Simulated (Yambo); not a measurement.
```
CaHBr
1.0
    3.82229     0.00000     0.00000
    0.00000     3.82229     0.00000
    0.00000     0.00000     7.77367
H Ca Br
2 2 2
Cartesian
  1.91115   1.91115   0.00000
  0.00000   0.00000   0.00000
  0.00000   1.91115   1.27098
  1.91115   0.00000   6.50270
  0.00000   1.91115   5.19844
  1.91115   0.00000   2.57523
```

Cell and atoms were relaxed with PBE+D3(BJ) from Materials Project entry mp-24422, within its symmetry.

Q: Where are the main features of Im ε from RPA with local fields on PBEsol bands (Yambo; 6×6×4 mesh, 89 bands, 3 Ry local-field block, 0.2 eV broadening; field along x)?

A: Peaks at 5.6 eV (6.7), 10.2 eV (2.8), 12.4 eV (1.9), heights in brackets. Peak heights and small wiggles depend on the k mesh. Convergence of the RPA response with its 6×6×4 mesh was not tested. No excitonic effects at this level. 

Spin-orbit coupling is not included.
